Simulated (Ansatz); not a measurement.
Structures of V2Au: which is lowest?

Plane-wave DFT in Ansatz with scalar-relativistic PAW potentials, cutoff 420 eV, Γ-centred meshes chosen by cell and gap, Gaussian smearing with energies taken to zero width. Every cell was relaxed (cell and atoms) in a run of its own, within the symmetry of its start. Functional: PBE.

Relaxed structures (starts from databases or built by putting these elements on another compound's sites):
A. P6/mmm, 3 atoms in the computed cell, a = 4.417 Å, c = 2.629 Å; sites (symmetry × multiplicity) V -6m2 × 2, Au 6/mmm × 1; start: built
B. Fd-3m, 6 atoms in the computed cell, a = 7.056 Å; sites (symmetry × multiplicity) V .-3m × 16, Au -43m × 8; start: built

Task: Rank them by energy. Could pressure change the order?

Result:
| structure | group | E − E(lowest) (meV/atom) | V (Å³/atom) | gap on mesh (eV) |
| --- | --- | --- | --- | --- |
| B | Fd-3m | 0.0 | 14.64 | 0.00 |
| A | P6/mmm | 167 | 14.80 | 0.00 |

B is lowest, 167 meV/atom under A. The lowest is also the densest of these, so pressure wouldn't bring one of the others in at first order. Other structures may lie lower than all of these, and vibrations aren't counted.

Spin-orbit coupling is left out, which matters for the bands of heavy elements.